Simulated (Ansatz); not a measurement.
Suppose Ta3Sb4 takes space group P-3m1 (No. 164), with Ta on 2c and 1a; Sb on 2d and 2d. The cell of Ta3Sb4 is invented: ordered vacancies on the cation sites of nickel arsenide (occupants of the shared sites, in ratio, Ta: 3, vacant: 1).

Method: DFT PBE, scalar-relativistic, plane waves, PAW (Ansatz 0.2.0). Cutoff 420 eV, Γ-centred mesh, Gaussian smearing, no spin polarisation.

The zero of energy is the elements' standard structures at the same level; no fitted shifts are applied.

Q: Give the relaxed lattice parameters and positions.

A:

Space group P-3m1 (No. 164). a = 3.544 Å, b = 3.544 Å, c = 14.318 Å, α = 90.00°, β = 90.00°, γ = 120.00°
```csv
atom,site,symmetry,x,y,z
Ta,2c,3m.,0.0000,0.0000,0.7270
Ta,1a,-3m.,0.0000,0.0000,0.0000
Sb,2d,3m.,0.3333,0.6667,0.8637
Sb,2d,3m.,0.3333,0.6667,0.4082
```

Ta on a site of symmetry 3m is surrounded by 6 Sb at 2.82–2.83 Å; around Ta on a site of symmetry -3m lie 6 Sb at 2.83 Å; Sb on its first site has 6 Ta at 2.83 Å; around Sb on its second site lie 3 Ta at 2.82 Å, 3 Sb at 3.33 Å and 6 Sb at 3.54 Å. Another local minimum with the same sites may exist.

Q: And its energy and gap?

A: The energy over the elements is +0.12 eV/atom and the gap on the 12×12×4 mesh of the 7-atom cell is 0 eV (a metal). It can't be a ground state, since the elements alone are lower.

The last run used Gaussian smearing of 0.10 eV. Spin–orbit coupling, which can matter for Sb and Ta, is left out. A structure relaxed within its symmetry needn't be a true minimum.
